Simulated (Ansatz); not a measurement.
Data:

Re$_{2}$C:
```
Re2C
1.0
    2.83469     0.00000     0.00000
   -1.41734     2.45491     0.00000
    0.00000     0.00000     9.82157
Re C
4 2
Direct
  0.33333   0.66667   0.60835
  0.66667   0.33333   0.39165
  0.66667   0.33333   0.10835
  0.33333   0.66667   0.89165
  0.33333   0.66667   0.25000
  0.66667   0.33333   0.75000
```

This is the PBEsol-relaxed structure. Tensor components refer to the Cartesian frame of this cell.

### Question
All from PBEsol (plane waves, PAW; program Ansatz), unless another level is named. Estimate the Hill bulk and shear moduli.

### Answer
428 and 283 GPa.

### Question
Next, the elastic constants (relaxed ions, GPa)?

### Answer
C11 = 768, C12 = 238, C13 = 218, C33 = 988, C44 = 271.

Space group P6_3/mmc. The first step of the workflow began from a Materials Project structure, measured or hypothetical; the Crystallography Open Database copy checked does not list it. Whether it is the stable phase at ambient conditions was not checked. Symmetry was held in the PBEsol relaxation; whether a distortion lowers the energy is not shown. The run is not spin-polarised. As this level gives no gap, shear constants depend on the k-mesh and smearing (Fermi–Dirac, 0.1 eV here). Scalar-relativistic: spin–orbit coupling is off unless named, which matters more the heavier the elements.

Potentials: the later of the program's two PAW sets.
